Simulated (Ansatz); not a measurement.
**BN with Mn replacing B: gradients before and after relaxing the atoms**

Start: a supercell of BN (zinc blende type, F-43m) built from a Materials Project structure (computed, not necessarily an observed phase), with all atoms left at the host's positions.

```cif
data_MnB26N27
_symmetry_space_group_name_H-M 'F-43m'
_symmetry_Int_Tables_number 216
_cell_length_a 10.8780
_cell_length_b 10.8780
_cell_length_c 10.8780
_cell_angle_alpha 90.000
_cell_angle_beta 90.000
_cell_angle_gamma 90.000
loop_
_atom_site_label
_atom_site_type_symbol
_atom_site_symmetry_multiplicity
_atom_site_Wyckoff_symbol
_atom_site_fract_x
_atom_site_fract_y
_atom_site_fract_z
Mn Mn 4 a 0.0000 0.0000 0.0000
B2 B 48 h 0.1667 0.0000 0.1667
B5 B 16 e 0.3333 0.8333 0.1667
B9 B 16 e 0.6667 0.6667 0.3333
B15 B 24 f 0.5000 0.6667 0.5000
N28 N 16 e 0.0833 0.9167 0.0833
N29 N 24 g 0.2500 0.9167 0.2500
N33 N 48 h 0.5833 0.7500 0.4167
N41 N 16 e 0.4167 0.5833 0.4167
N54 N 4 c 0.7500 0.2500 0.7500
```

One atom of each set is listed; the run and its k-mesh use a cell of 54 atoms with edges of 7.69, 7.69, 7.69 Å.

Method: Kohn–Sham DFT in Ansatz, PBE, plane waves and PAW, scalar-relativistic, collinear spin, 420 eV cutoff, Γ-centred 3×3×3 k-points, Fermi–Dirac smearing 0.01 eV. Start moments as typed (μB): 4 on each Mn, none on the rest.

The largest force at the start is 11 eV/Å. Relaxing the ions at fixed cell moves them by 0.192 Å at most (atom 28, N) and 0.055 Å rms.

```csv
site,moved (Å),first shell before,first shell after,V_zz before (10²¹ V/m²),η before
Mn,0.000,4 N at 1.57 Å,4 N at 1.76 Å,0.00,–
B2,0.032,4 N at 1.57 Å,4 N at 1.53–1.58 Å,-0.11,0.05
B5,0.002,4 N at 1.57 Å,4 N at 1.57 Å,0.008,0.00
B15,0.001,4 N at 1.57 Å,4 N at 1.57 Å,-0.010,0.40
N28,0.192,"1 Mn at 1.57 Å, 3 B at 1.57 Å","3 B at 1.53 Å, 1 Mn at 1.76 Å",-2.70,0.00
N29,0.001,4 B at 1.57 Å,4 B at 1.54–1.57 Å,0.097,0.76
N33,0.003,4 B at 1.57 Å,4 B at 1.57–1.58 Å,0.049,0.19
N41,0.000,4 B at 1.57 Å,4 B at 1.57 Å,-0.043,0.00
```

(1) How do the gradients change?

## Answers

(1) 

```tsv
site	V_zz after	η after	change of V_zz
Mn	0.00	–	0.00
B2	0.25	0.34	–
B5	-0.031	0.00	-0.04
B15	-0.038	0.52	–
N28	-2.40	0.00	+0.30
N29	-0.92	0.02	-1.02
N33	0.26	0.51	+0.21
N41	0.055	0.00	+0.10
```

The largest change of V_zz along a kept axis is on N29, from 0.097 to -0.92. In per cent, |V_zz| changes by -11 on N (all sites that start above 0.5). V_zz changes sign on N29 (same axis), N41 (same axis). On B2, B15 the largest principal value lies along another axis in the second run, so the two V_zz can't be compared directly. Other sites with |V_zz| of 0.02 or less aren't listed.

The defect repeats with the cell of 54 atoms, so it feels its images: sites between two images don't show the values beside a lone defect, and zeros or small values of η there can come from the images' arrangement. The start moments die out, and the run ends without spin.
Before: With a gap of 1.0 eV on this mesh, small gradients can still move by 0.1 × 10²¹ V/m² or more as the k-mesh gets denser. The cell keeps the host's lattice, where the PBE pressure is 15 GPa. The neighbours have not yet relaxed around the defect (largest force 11 eV/Å), so the values at and beside it are those of a strained start, not of the defect in a real crystal.
After: The relaxation keeps the site symmetry -43m of the start, so the impurity can't leave its site; a start off the site could end lower. With a gap of 0.9 eV on this mesh, small gradients can still move by 0.1 × 10²¹ V/m² or more as the k-mesh gets denser. The cell keeps the host's lattice, where the PBE pressure is 10 GPa.
